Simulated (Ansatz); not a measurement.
Relaxed candidate structures of LaWN3:

A. R-3c, hexagonal axes (No. 167), hR10; a = b = 5.633 Å, c = 13.617 Å, α = β = 90.00°, γ = 120.00°; La 6a (0.000, 0.000, 0.250); W 6b (0.000, 0.000, 0.000); N 18e (0.551, 0.551, 0.250)

B. R3c, hexagonal axes (No. 161), hR10; a = b = 5.648 Å, c = 13.730 Å, α = β = 90.00°, γ = 120.00°; La 6a (0.000, 0.000, 0.270); W 6a (0.000, 0.000, 0.021); N 18b (0.117, 0.336, 0.087)

C. Pm (No. 6), mP5; a = 3.147 Å, b = 6.243 Å, c = 3.694 Å, α = 90.00°, β = 103.97°, γ = 90.00°; La 1a (0.217, 0.000, 0.443); N 2c (0.270, 0.391, 0.430); N 1a (0.630, 0.000, 0.004); W 1b (0.621, 0.500, 0.047)

D. Pmmn, origin choice 1 (No. 59), oP10; a = 5.391 Å, b = 5.853 Å, c = 4.812 Å, α = 90.00°, β = 90.00°, γ = 90.00°; La 2b (0.000, 0.500, 0.353); N 4c (0.250, 0.250, 0.000); N 2b (0.500, 0.000, 0.138); W 2a (0.000, 0.000, 0.049)

Task: Order them by energy per atom (lowest first) at the level PBEsol (plane waves to 420 eV, PAW, scalar-relativistic; Ansatz, a quantum-chemistry and plane-wave program).

Result: B (reference, the lowest among the structures calculated here), A (+0.02 eV/atom), C (+1.40 eV/atom), D (+1.44 eV/atom)

Task: Give each candidate's band gap.

Result: No gap: A, C, D. B: 1.02 eV (no spin-orbit coupling).

Probably no minimum, since a slightly shaken restart fell lower: R-3c, hR10 (by 0.02 eV/atom, to R3c). Each run could gain symmetry but not lose that of its start, so entries can be saddle points. From databases, or of a type measured for this composition: R-3c, hR10; R3c, hR10; the others are generated cells (placed on structure types, drawn at random, substituted or restacked) that were not matched to a known phase here. Static energies at zero pressure. Each cell has its own k-point mesh; energy differences are given only to the digits this allows. No spin polarisation in the result. Spin-orbit coupling is missing; with elements this heavy it can move band edges by tenths of an eV or more. Gaps of cells over 8 atoms come from the SCF mesh and high-symmetry points alone.
